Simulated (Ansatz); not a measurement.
S in space group R-3 (No. 148; S on 18f) under volume change, the program Ansatz at the PBEsol level (PAW), shape and atoms relaxed at each volume.

```tsv
V (Å³/atom)	E − E(relaxed) (meV/atom)	P (GPa)
20.812	5.6	1.02
21.498	2.2	0.57
22.184	0.5	0.24
22.870	0.0	0.00
23.557	0.4	-0.17
24.243	1.3	-0.28
24.929	2.6	-0.34
```

Question: What does a third-order Birch–Murnaghan fit give for V₀, B₀ and B′?

Answer: V₀ = 22.87 Å³/atom, B₀ = 6.7 GPa, B′ = 11.1.

The workflow started from an entry of the Crystallography Open Database (COD), which files this formula under 8 space groups. It is not the phase usual at ambient conditions (space group No. 70). The PBEsol relaxation kept the symmetry of its start; whether a distortion lowers the energy is not shown. A crystal of weakly bound molecules computed without a dispersion correction: the cell and the soft elastic constants depend strongly on that.

Potentials: the later of the program's two PAW sets.
